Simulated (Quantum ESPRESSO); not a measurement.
## Kohn-Sham bands of WS2 (P6₃/mmc, 2Hc stacking as in molybdenite)

```
CELL_PARAMETERS angstrom
      3.18422     0.00000     0.00000
     -1.59211     2.75762     0.00000
      0.00000     0.00000    12.97828
ATOMIC_POSITIONS crystal
  W  0.33333 0.66667 0.25000
  W  0.66667 0.33333 0.75000
  S  0.33333 0.66667 0.62980
  S  0.66667 0.33333 0.37020
  S  0.66667 0.33333 0.12980
  S  0.33333 0.66667 0.87020
```

Cell from Materials Project (mp-224), symmetrised, no further relaxation. COD (Crystallography Open Database) has the formula in 2 space groups, this one among them (matched by group alone). Method: PBEsol plane waves in Quantum ESPRESSO 7.5 (PseudoDojo norm-conserving files, 60 Ry, no spin polarisation, no spin-orbit coupling), Bloch states on a 6×6×4 mesh through Γ, Wannier90 4.0.1. Density: 12×12×4 mesh, cold smearing 0.01 Ry. The cell is built of weakly bound layers, chains or molecules, whose nearest atoms lie 3.84 Å apart. Database cells relaxed without dispersion often hold them too far apart, which can enlarge gaps and weakens couplings between them; spacing and stacking were not compared with the measured crystal. Spin-orbit coupling is left out although heavy elements are present.

Energies are relative to the valence-band maximum; weights are on the orthonormalised atomic waves of the pseudopotential files, averaged over the group. 52 electrons a cell are treated as valence.

```csv
bands,from (eV),to (eV),filling,weight on atomic waves
1–2,-74.52,-74.50,filled,(withheld)
3–8,-38.93,-38.60,filled,(withheld)
9–12,-15.36,-12.72,filled,(withheld)
13–26,-7.24,0.00,filled,(withheld)
```

Which atomic shells make up each group?


- 1–2, weight on atomic waves: W 5s 97 %
- 3–8, weight on atomic waves: W 5p 98 %
- 9–12, weight on atomic waves: S 3s 77 %, W 5d 11 %, W 6s 8 %
- 13–26, weight on atomic waves: S 3p 60 %, W 5d 32 %

The Kohn-Sham gap over both meshes and the path is 1.19 eV.
